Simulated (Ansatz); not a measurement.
Before relaxation, clean slab, lower planes held (TaN, Fm-3m (No. 225), (1 1 1) face):

```yaml
crystal:
  lattice:
    - [6.20149, 0.00000, 0.00000]
    - [-3.10075, 5.37065, 0.00000]
    - [0.00000, 0.00000, 22.32937]
  atoms:
    - { symbol: Ta, position: [0.16667, 0.33333, 0.35827] }
    - { symbol: Ta, position: [0.16667, 0.83333, 0.35827] }
    - { symbol: Ta, position: [0.66667, 0.33333, 0.35827] }
    - { symbol: Ta, position: [0.66667, 0.83333, 0.35827] }
    - { symbol: N, position: [0.33333, 0.16667, 0.41496] }
    - { symbol: N, position: [0.33333, 0.66667, 0.41496] }
    - { symbol: N, position: [0.83333, 0.16667, 0.41496] }
    - { symbol: N, position: [0.83333, 0.66667, 0.41496] }
    - { symbol: Ta, position: [0.50000, 0.50000, 0.47165] }
    - { symbol: Ta, position: [0.50000, 0.00000, 0.47165] }
    - { symbol: Ta, position: [0.00000, 0.50000, 0.47165] }
    - { symbol: Ta, position: [0.00000, 0.00000, 0.47165] }
    - { symbol: N, position: [0.66667, 0.33333, 0.52835] }
    - { symbol: N, position: [0.66667, 0.83333, 0.52835] }
    - { symbol: N, position: [0.16667, 0.33333, 0.52835] }
    - { symbol: N, position: [0.16667, 0.83333, 0.52835] }
    - { symbol: Ta, position: [0.83333, 0.66667, 0.58504] }
    - { symbol: Ta, position: [0.83333, 0.16667, 0.58504] }
    - { symbol: Ta, position: [0.33333, 0.66667, 0.58504] }
    - { symbol: Ta, position: [0.33333, 0.16667, 0.58504] }
    - { symbol: N, position: [0.00000, 0.50000, 0.64173] }
    - { symbol: N, position: [0.00000, 0.00000, 0.64173] }
    - { symbol: N, position: [0.50000, 0.50000, 0.64173] }
    - { symbol: N, position: [0.50000, 0.00000, 0.64173] }
```

Method: DFT PBE+D3(BJ), scalar-relativistic, plane waves, PAW in Ansatz 0.2.0. Plane waves to 420 eV, a k mesh through Γ of 4×4×1 on the computed 24-atom cell and Gaussian smearing (0.10 eV); no spin polarisation. The cell repeats along c with a dipole correction in the vacuum.

Atoms 1, 2, 3, 4, 5, 6, 7, 8, 9, 10, 11, 12 (counted from 1) are held. The cell is fixed. Force threshold 0.03 eV/Å.

```
step E − E_final (eV) largest force (eV/Å)
   1             3.656                 5.514
   2             0.034                 0.358
   3             0.004                 0.135
   4             0.000                 0.040
   5             0.000                 0.003
```

Task: What is the final structure?

Result:
```yaml
crystal:
  lattice:
    - [6.20149, 0.00000, 0.00000]
    - [-3.10075, 5.37065, 0.00000]
    - [0.00000, 0.00000, 22.32937]
  atoms:
    - { symbol: Ta, position: [0.16667, 0.33333, 0.35827] }
    - { symbol: Ta, position: [0.16667, 0.83333, 0.35827] }
    - { symbol: Ta, position: [0.66667, 0.33333, 0.35827] }
    - { symbol: Ta, position: [0.66667, 0.83333, 0.35827] }
    - { symbol: N, position: [0.33333, 0.16667, 0.41496] }
    - { symbol: N, position: [0.33333, 0.66667, 0.41496] }
    - { symbol: N, position: [0.83333, 0.16667, 0.41496] }
    - { symbol: N, position: [0.83333, 0.66667, 0.41496] }
    - { symbol: Ta, position: [0.50000, 0.50000, 0.47165] }
    - { symbol: Ta, position: [0.50000, 0.00000, 0.47165] }
    - { symbol: Ta, position: [0.00000, 0.50000, 0.47165] }
    - { symbol: Ta, position: [0.00000, 0.00000, 0.47165] }
    - { symbol: N, position: [0.66667, 0.33333, 0.52832] }
    - { symbol: N, position: [0.66667, 0.83333, 0.52832] }
    - { symbol: N, position: [0.16667, 0.33333, 0.52832] }
    - { symbol: N, position: [0.16667, 0.83333, 0.52832] }
    - { symbol: Ta, position: [0.83333, 0.66667, 0.59088] }
    - { symbol: Ta, position: [0.83333, 0.16667, 0.59088] }
    - { symbol: Ta, position: [0.33333, 0.66667, 0.59088] }
    - { symbol: Ta, position: [0.33333, 0.16667, 0.59088] }
    - { symbol: N, position: [0.00000, 0.50000, 0.63200] }
    - { symbol: N, position: [0.00000, 0.00000, 0.63200] }
    - { symbol: N, position: [0.50000, 0.50000, 0.63200] }
    - { symbol: N, position: [0.50000, 0.00000, 0.63200] }
```

Spin–orbit coupling is left out, which can shift energies with elements as heavy as these.

The reference crystal is the rock-salt form of TaN, which isn't its usual structure.